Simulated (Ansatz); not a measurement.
LaMoN3:
```yaml
crystal:
  lattice:
    - [2.82518, 1.63112, 4.59168]
    - [-2.82518, 1.63112, 4.59168]
    - [0.00000, -3.26224, 4.59168]
  atoms:
    - { symbol: La, position: [0.74212, 0.74212, 0.74212] }
    - { symbol: La, position: [0.24212, 0.24212, 0.24212] }
    - { symbol: Mo, position: [0.48964, 0.48964, 0.48964] }
    - { symbol: Mo, position: [0.98964, 0.98964, 0.98964] }
    - { symbol: N, position: [0.81552, 0.70795, 0.26309] }
    - { symbol: N, position: [0.26309, 0.81552, 0.70795] }
    - { symbol: N, position: [0.70795, 0.26309, 0.81552] }
    - { symbol: N, position: [0.76309, 0.20795, 0.31552] }
    - { symbol: N, position: [0.20795, 0.31552, 0.76309] }
    - { symbol: N, position: [0.31552, 0.76309, 0.20795] }
```

Relaxed with PBEsol. Independent-particle spectrum: no excitons, no local fields, no scissors shift; 0.1 eV broadening; ε₁ of the summed bands alone.

Task: Tabulate the dielectric function from PBEsol (plane waves, PAW; program Ansatz).

Result: 

| E (eV) | ε₁ xx | ε₂ xx | ε₁ zz | ε₂ zz |
|---|---|---|---|---|
| 0.0 | 17.60 | 0.00 | 12.77 | 0.00 |
| 0.4 | 17.99 | 0.00 | 13.00 | 0.00 |
| 0.8 | 19.36 | 0.00 | 13.79 | 0.00 |
| 1.2 | 23.22 | 0.14 | 15.95 | 0.06 |
| 1.6 | 32.31 | 7.03 | 22.36 | 3.73 |
| 2.0 | 20.43 | 18.78 | 13.13 | 9.57 |
| 2.4 | 13.28 | 22.51 | 11.18 | 13.14 |
| 2.8 | 8.26 | 21.70 | 7.46 | 8.39 |
| 3.2 | 3.88 | 19.35 | 9.80 | 10.70 |
| 3.6 | -1.04 | 15.92 | 7.87 | 13.06 |
| 4.0 | -1.69 | 10.97 | 2.95 | 11.14 |
| 4.4 | -1.27 | 9.21 | 1.34 | 10.13 |
| 4.8 | -0.37 | 7.02 | 1.55 | 6.92 |
| 5.2 | 0.51 | 5.91 | 2.22 | 6.03 |
| 5.6 | 2.31 | 6.01 | 3.83 | 7.40 |
| 6.0 | 2.40 | 6.48 | 2.48 | 6.73 |
| 6.4 | 2.52 | 7.69 | 2.76 | 6.56 |
| 6.8 | 1.02 | 7.89 | 2.91 | 7.21 |
| 7.2 | 0.41 | 7.89 | 2.18 | 8.23 |
| 7.6 | 0.59 | 8.10 | 0.41 | 8.43 |
| 8.0 | -1.84 | 7.97 | -0.74 | 7.25 |
| 8.4 | -2.25 | 6.15 | -1.19 | 6.22 |
| 8.8 | -1.86 | 5.29 | -0.99 | 5.92 |
| 9.2 | -2.22 | 5.14 | -1.99 | 6.05 |
| 9.6 | -2.42 | 4.23 | -2.42 | 4.68 |
| 10.0 | -2.11 | 3.54 | -2.69 | 3.62 |
| 10.4 | -2.12 | 3.14 | -2.41 | 2.83 |
| 10.8 | -1.62 | 2.82 | -1.70 | 2.27 |
| 11.2 | -1.86 | 2.72 | -1.45 | 2.21 |
| 11.6 | -1.84 | 2.10 | -1.45 | 2.08 |
| 12.0 | -1.54 | 1.62 | -1.45 | 1.36 |

Task: From ε at 1.5 eV (xx: 28.99 + 4.26i), find n, k, the normal reflectivity and the absorption coefficient.

Result: n = 5.40, k = 0.395, R = 47 %, α = 2kE/ħc = 60000 cm⁻¹.

With all bands, ε∞ without local fields is 17.9 (xx = yy), 13.1 (zz). DFPT, with local fields, gives 16.5 (xx = yy), 12.1 (zz).

Space group R3c. The first step of the workflow began from a Materials Project structure, measured or hypothetical; the Crystallography Open Database copy checked does not list it. Whether it is the stable phase at ambient conditions was not checked. The cell was relaxed with PBEsol under the symmetry of its start; phonons on a q-mesh show no instability. The run is not spin-polarised. Scalar-relativistic: spin–orbit coupling is off unless named, which matters more the heavier the elements.

Potentials: the later of the program's two PAW sets.
